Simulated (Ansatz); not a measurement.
In plane-wave PAW r²SCAN (Ansatz code), C in the hexagonal phase (P6_122; C on 6b) relaxes to a = 3.561 Å, c = 3.364 Å.

It is gapped at this level: 4.40 eV (indirect). The valence maximum lies on the L–M line, 8 % of the way from L and the conduction minimum on the Γ–A line, 39 % of the way from Γ (2 equivalent valleys). HSE06 on the same cell gives 5.38 eV. The hole mass is 0.53, 0.72, 1.1 mₑ (principal values).

The bulk modulus is 403 GPa. The relaxed-ion elastic constants in GPa are C11 = 955, C12 = 177, C13 = 119, C33 = 902, C44 = 520. The elastic constants imply a Debye temperature near 2070 K.

The start of the workflow was typed in or built on a structure type; neither database checked (COD, Materials Project) lists it. It is not the phase usual at ambient conditions (space group No. 194, 227). The cell was relaxed with r²SCAN under the symmetry of its start; whether a distortion lowers the energy is not shown.

Potentials: the later of the program's two PAW sets.
